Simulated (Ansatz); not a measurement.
Ansatz (a first-principles code) input:

Ansatz 0.2 input:
```yaml
crystal:
  lattice:
    - [4.3432615763, 0.0, 0.0]
    - [-2.1716307881, 3.7613748603, 0.0]
    - [0.0, 0.0, 7.0354756398]
  atoms:
    - { symbol: H, position: [0.5338428915, 0.067685783, 0.9245654655] }
    - { symbol: H, position: [0.4661571085, 0.5338428915, 0.4245654655] }
    - { symbol: H, position: [0.932314217, 0.4661571085, 0.9245654655] }
    - { symbol: H, position: [0.4661571085, 0.932314217, 0.4245654655] }
    - { symbol: H, position: [0.5338428915, 0.4661571085, 0.9245654655] }
    - { symbol: H, position: [0.067685783, 0.5338428915, 0.4245654655] }
    - { symbol: H, position: [0.3333333333, 0.6666666667, 0.2240902967] }
    - { symbol: H, position: [0.6666666667, 0.3333333333, 0.7240902967] }
    - { symbol: N, position: [0.3333333333, 0.6666666667, 0.3746555502] }
    - { symbol: N, position: [0.6666666667, 0.3333333333, 0.8746555502] }
    - { symbol: F, position: [0.3333333333, 0.6666666667, 0.9977477566] }
    - { symbol: F, position: [0.6666666667, 0.3333333333, 0.4977477566] }
kpoints:
  mp_grid: { grid: [6, 6, 4] }
hamiltonian:
  xc: lda
  pseudopotentials: { kind: paw }
scf:
  occupations: { method: fixed }
phonons:
  method: dfpt
  response_accuracy: low
  qmesh: [3, 3, 2]
  interpolated_qmesh: [14, 14, 8]
  dielectric: true
  rigid_motions: translations
  temperatures: { t_max: 1000, t_step: 50 }
  qpath:
    path:
      - [[0.0, 0.0, 0.0], [0.5, 0.0, 0.0], [0.3333333333, 0.3333333333, 0.0], [0.0, 0.0, 0.0], [0.0, 0.0, 0.5], [0.5, 0.0, 0.5], [0.3333333333, 0.3333333333, 0.5], [0.0, 0.0, 0.5]]  # Γ-M-K-Γ-A-L-H-A
      - [[0.5, 0.0, 0.5], [0.5, 0.0, 0.0]]  # L-M
      - [[0.3333333333, 0.3333333333, 0.5], [0.3333333333, 0.3333333333, 0.0]]  # H-K
    npoints: 9
```

Output (shortened):

```
WARN phonons: the dynamical matrix that this run interpolates holds no multipole term above the dipole-dipole one, and a site of this crystal is no centre of …
Pseudopotential: H, paw, valence charge 1
Pseudopotential: N, paw, valence charge 5
Pseudopotential: F, paw, valence charge 7
Functional definition: SPW92
Crystal: 12 atoms, lattice volume = 114.936 Å³
Basis set: ecut = 420 eV, 2273 PW (Γ), exchange–correlation on 60×60×96 points (8 copies of the dense FFT grid, shifted against one another)
Bands: 28, of which v1, the nominal top of the filled ones, is band 16 counted from 1 (15 counted from 0)
Symmetry: 12 space group operations
k-points: 76 of 144 (irreducible under 1 space group operation, time reversal used)
SCF 1 converged in 9 iterations: F = -2466.109406 eV  dr2 = 4.59e-12
SCF converged after 9 iterations
Free energy (F): -2466.109406 eV
Harris-Foulkes:  -2466.109406 eV  (|F-HF|=1.09e-11)
Internal energy: -2466.109406 eV  (E = F + TS)
E sigma→0 (E₀):  -2466.109406 eV
Fermi energy:    -3.424026 eV
--- Per-component energies (eV) ---
  E_band       = -304.634780
  E_kinetic    = 783.030804
  E_local      = -2645.044115  (includes V_loc(G=0)·N_el)
  E_nonlocal   = 258.998627
  E_hartree    = 961.342884
  E_xc         = -343.077370
  E_vxc        = -442.982585  (∫ρ·V_xc dr)
  E_paw        = -617.090204  (= ΣΔE_a)
  E_vpaw       = -181.318639  (= ΣTr[D̂ρ^β])
  E_aug_tail   = -0.004696  (compensation charges beyond the density's cutoff)
  E_ewald      = -864.651929
  E_core_change = 0.386592  (= ΣΔE_core)
  E_smearing   =  0.000000  (= −TS)
  E_closure    =  0.000000  (closes the sum)
  Σ components = -2466.109406   (vs F -2466.109406, Δ=0.00e0)
--- Band table (eV; the first three rows and the last of 76) ---
  k-point 0: bands = ["-22.7194", "-22.6117", "-17.8201", "-17.6050", "-8.1082", "-8.1082", "-7.9224", "-7.9224", "-7.9066", "-7.8887", "-4.0915", "-4.0269", "-4.0269", "-4.0047", "-3.7707", "-3.7707", "2.6020", "5.2943", "6.0934", "9.2641", "9.2641", …
  k-point 1: bands = ["-22.7040", "-22.6279", "-17.7887", "-17.6367", "-8.0823", "-8.0823", "-7.9510", "-7.9510", "-7.8889", "-7.8765", "-4.1176", "-4.0583", "-3.9883", "-3.9883", "-3.8073", "-3.8073", "2.8947", "4.5823", "6.8882", "9.0349", "9.3212", …
  k-point 2: bands = ["-22.6663", "-22.6663", "-17.7130", "-17.7130", "-8.0178", "-8.0178", "-8.0178", "-8.0178", "-7.8677", "-7.8677", "-4.1279", "-4.1279", "-3.8964", "-3.8964", "-3.8964", "-3.8964", "3.6407", "3.6407", "8.0917", "8.0917", "9.4625", …
  k-point 75: bands = ["-22.5950", "-22.5950", "-17.8594", "-17.8594", "-8.2000", "-8.2000", "-8.1972", "-8.1972", "-7.6138", "-7.6138", "-4.4328", "-4.4328", "-3.6401", "-3.6401", "-3.6242", "-3.6242", "5.4123", "5.4123", "6.4947", "6.4947", "8.1392", …
--- Phonons (Γ-DFPT): 9 representative perturbations + reference, on 76 of 144 k-points (Σ response iterations 27) ---
  ASR residual: 1.178e-4 → 0.000e0 eV/Å²; symmetrization residual: 2.956e-5 eV/Å²
  ASR residual per site (eV/Å²): 1.26e-5 1.11e-5 1.11e-5 1.26e-5 1.11e-5 1.11e-5 9.47e-6 9.47e-6 6.18e-6 6.18e-6 1.18e-4 1.18e-4
  Γ frequencies (cm⁻¹): 0.00 0.00 0.00 58.08 58.08 256.71 300.90 300.90 310.43 312.24 312.24 328.55 600.15 600.15 600.25 600.38 650.78 650.78 1447.41 1447.41 1457.21 1465.53 1465.53 1491.64 1684.97 1684.97 1709.52 1709.52 2816.74 2819.48 2819.48 2820.72 …
  ε∞ (high-frequency dielectric tensor):
        1.841436     0.000000     0.000000
        0.000000     1.841436     0.000000
        0.000000     0.000000     1.845410
  ε⁰ (static dielectric tensor: ions relaxed, cell fixed):
        3.815130     0.000000     0.000000
        0.000000     3.815130     0.000000
        0.000000     0.000000     3.828272
  ε⁰ − ε∞ (ionic part):
        1.973695     0.000000     0.000000
        0.000000     1.973695     0.000000
        0.000000     0.000000     1.982862
  softest optical mode at Γ: 58.08 cm⁻¹; the repairs (sum rule, projections) moved no ω² at Γ by more than (17.06 cm⁻¹)²
  Born effective charges Z* (e; rows j = field, columns β = displacement):
    site 0:
         0.18586    0.00000    0.00000
         0.00000    1.15151   -0.32797
         0.00000   -0.32849    0.31075
    site 1:
         0.91010   -0.41814    0.28403
        -0.41814    0.42727   -0.16399
         0.28448   -0.16425    0.31075
    site 2:
         0.91010    0.41814    0.28403
         0.41814    0.42727    0.16399
         0.28448    0.16425    0.31075
    site 3:
         0.18586    0.00000    0.00000
         0.00000    1.15151    0.32797
         0.00000    0.32849    0.31075
    site 4:
         0.91010   -0.41814   -0.28403
        -0.41814    0.42727    0.16399
        -0.28448    0.16425    0.31075
    site 5:
         0.91010    0.41814   -0.28403
         0.41814    0.42727   -0.16399
        -0.28448   -0.16425    0.31075
    site 6:
         0.19357    0.00000    0.00000
         0.00000    0.19357    0.00000
         0.00000    0.00000    1.27020
    site 7:
         0.19357    0.00000    0.00000
         0.00000    0.19357    0.00000
         0.00000    0.00000    1.27020
    site 8:
        -0.92352    0.00000    0.00000
         0.00000   -0.92352    0.00000
         0.00000    0.00000   -0.92809
    site 9:
        -0.92352    0.00000    0.00000
         0.00000   -0.92352    0.00000
         0.00000    0.00000   -0.92809
    site 10:
        -1.27611    0.00000    0.00000
         0.00000   -1.27611    0.00000
         0.00000    0.00000   -1.27434
    site 11:
        -1.27611    0.00000    0.00000
         0.00000   -1.27611    0.00000
         0.00000    0.00000   -1.27434
  Z* charge neutrality: 2.156e-5 e pre-enforcement
  k-mesh period / interband length: 26.1 Å / 0.86 Å = 30.30 at k = (0.0000, 0.0000, 0.0000), direct gap 6.373 eV — 14 or more, which is no proof of convergence
  optical modes at Γ without the LO–TO term, one row a degenerate level:
      ω (cm⁻¹)  modes    IR ((D/Å)²/amu)
         58.08      2             0.0000
        256.71      1             0.0000
        300.90      2             0.0000
        310.43      1             8.9956
        312.24      2            18.1106
        328.55      1             0.0000
        600.15      2             0.0021
        600.25      1             0.0000
        600.38      1             0.0000
        650.78      2             0.0000
       1447.41      2             0.0000
       1457.21      1             2.7150
       1465.53      2             5.1541
       1491.64      1             0.0000
       1684.97      2             0.0000
       1709.52      2             0.0222
       2816.74      1            97.0011
       2819.48      2             0.0000
       2820.72      2           195.2777
       2913.15      1             0.0000
       2989.34      1             0.0037
       3054.62      1             0.0000
  optical modes at Γ + LO–TO along q̂ = [1.0000, 0.0000, 0.0000]:
      ω (cm⁻¹)  modes    IR ((D/Å)²/amu)
         58.08      2             0.0000
        256.71      1             0.0000
        300.90      2             0.0000
        310.43      1             8.9956
        312.24      1             9.0553
        328.55      1             0.0000
        421.37      1             6.9592
        600.15      1             0.0011
        600.16      1             0.0017
        600.25      1             0.0000
        600.38      1             0.0000
        650.78      2             0.0000
       1447.41      2             0.0000
       1457.21      1             2.7150
       1465.53      1             2.5771
       1473.38      1             2.0298
       1491.64      1             0.0000
       1684.97      2             0.0000
       1709.52      1             0.0111
       1709.55      1             0.0087
       2816.74      1            97.0011
       2819.48      2             0.0000
       2820.72      1            97.6388
       2913.15      1             0.0000
       2989.34      1             0.0037
       2992.41      1           100.2840
       3054.62      1             0.0000
  optical modes at Γ + LO–TO along q̂ = [0.0000, 1.0000, 0.0000]:
      ω (cm⁻¹)  modes    IR ((D/Å)²/amu)
         58.08      2             0.0000
        256.71      1             0.0000
        300.90      2             0.0000
        310.43      1             8.9956
        312.24      1             9.0553
        328.55      1             0.0000
        421.37      1             6.9592
        600.15      1             0.0011
        600.16      1             0.0017
        600.25      1             0.0000
        600.38      1             0.0000
        650.78      2             0.0000
       1447.41      2             0.0000
       1457.21      1             2.7150
       1465.53      1             2.5771
       1473.38      1             2.0298
       1491.64      1             0.0000
       1684.97      2             0.0000
       1709.52      1             0.0111
       1709.55      1             0.0087
       2816.74      1            97.0011
       2819.48      2             0.0000
       2820.72      1            97.6388
       2913.15      1             0.0000
       2989.34      1             0.0037
       2992.41      1           100.2840
       3054.62      1             0.0000
  optical modes at Γ + LO–TO along q̂ = [0.0000, 0.0000, 1.0000]:
      ω (cm⁻¹)  modes    IR ((D/Å)²/amu)
         58.08      2             0.0000
        256.71      1             0.0000
        300.90      2             0.0000
        312.24      2            18.1106
        328.55      1             0.0000
        419.20      1             6.9136
        600.15      2             0.0021
        600.25      1             0.0000
        600.38      1             0.0000
        650.78      2             0.0000
       1447.41      2             0.0000
       1465.52      1             2.1448
       1465.53      2             5.1541
       1491.64      1             0.0000
       1684.97      2             0.0000
       1709.52      2             0.0222
       2819.48      2             0.0000
       2820.72      2           195.2777
       2913.15      1             0.0000
       2986.82      1            85.3386
       2989.76      1            14.3183
       3054.62      1             0.0000
  non-analytic LO–TO correction: the dipole-dipole term of the run's Born effective charges and high-frequency dielectric tensor (where they are solved with …
--- Phonons (arbitrary-q DFPT): 6 irreducible q on the 3×3×2 mesh ---
  q = [0.0000, 0.0000, 0.0000] (star 1, of the zone-centre solve; hermiticity 5.38e-7, symmetrization 5.44e-7):  0.00  0.00  0.00 58.08 58.08 256.71 300.90 300.90 310.43 312.24 312.24 328.55 600.15 600.15 600.25 600.38 650.78 650.78 1447.41 1447.41 1457.21 …
  q = [0.0000, 0.0000, -0.5000] (star 1, 9 solved perturbations in 354 linear systems a pass and spin channel, the states on 47 of 144 k-point pairs; hermiticity 1.05e-5, symmetrization 6.15e-6): 44.31 44.31 44.31 44.31 153.61 153.61 305.78 305.78 305.78 …
  q = [0.0000, 0.3333, 0.0000] (star 6, 30 solved perturbations in 2880 linear systems a pass and spin channel, the states on 144 of 144 k-point pairs; hermiticity 4.27e-7, symmetrization 4.02e-7): 52.41 67.00 88.98 139.93 180.48 265.71 293.92 295.89 301.95 …
  q = [0.0000, 0.3333, -0.5000] (star 6, 30 solved perturbations in 2880 linear systems a pass and spin channel, the states on 144 of 144 k-point pairs; hermiticity 4.47e-7, symmetrization 3.08e-7): 74.97 74.97 84.46 84.46 225.12 225.12 297.85 297.85 298.35 …
  q = [0.3333, 0.3333, 0.0000] (star 2, 9 solved perturbations in 570 linear systems a pass and spin channel, the states on 78 of 144 k-point pairs; hermiticity 3.47e-7, symmetrization 2.56e-7): 106.06 108.87 108.87 147.49 247.74 247.74 294.07 295.30 295.30 …
  q = [0.3333, 0.3333, -0.5000] (star 2, 9 solved perturbations in 570 linear systems a pass and spin channel, the states on 78 of 144 k-point pairs; hermiticity 9.57e-6, symmetrization 3.23e-6): 70.66 70.66 129.31 129.31 270.72 270.72 295.10 295.10 297.82 …
  sum rule: each row above includes the acoustic sum rule's correction from the zone centre's row sums; it moved no ω² by more than (1.85 cm⁻¹)²
  mesh force constants: q→R imaginary residual 1.74e-16; ASR residual 1.178e-4 → 0.000e0 eV/Å²; symmetrization residual 4.974e-14 eV/Å²
  interpolated dispersion: 85 rows × 36 modes
  density of states and harmonic sums: on the 14×14×8 q-mesh, interpolated from the force constants of a 3×3×2 supercell (with the dipole–dipole term)
  largest difference from the sums on the solved wave vectors: F 3.33e-2 eV, S 4.81e-5 and C_V 1.40e-5 eV/K
  zero-point energy: 2.805272 eV/cell   skipped modes (ω ≤ 0): 3   left out of the sums: 5.31e-5 of the cell's modes …
```

Cost: about 20 core-minutes (a rough figure) on shared cores.

Space group P6_3mc. The first step of the workflow began from a Materials Project structure, measured or hypothetical; the Crystallography Open Database files this formula in space group No. 186, but the cells were not matched. Its standing as an ambient phase is unchecked. The LDA relaxation kept the symmetry of its start. A crystal of weakly bound molecules computed without a dispersion correction: the cell and the soft elastic constants depend strongly on that.

Potentials: the later of the program's two PAW sets.

Ansatz is a plane-wave DFT program.
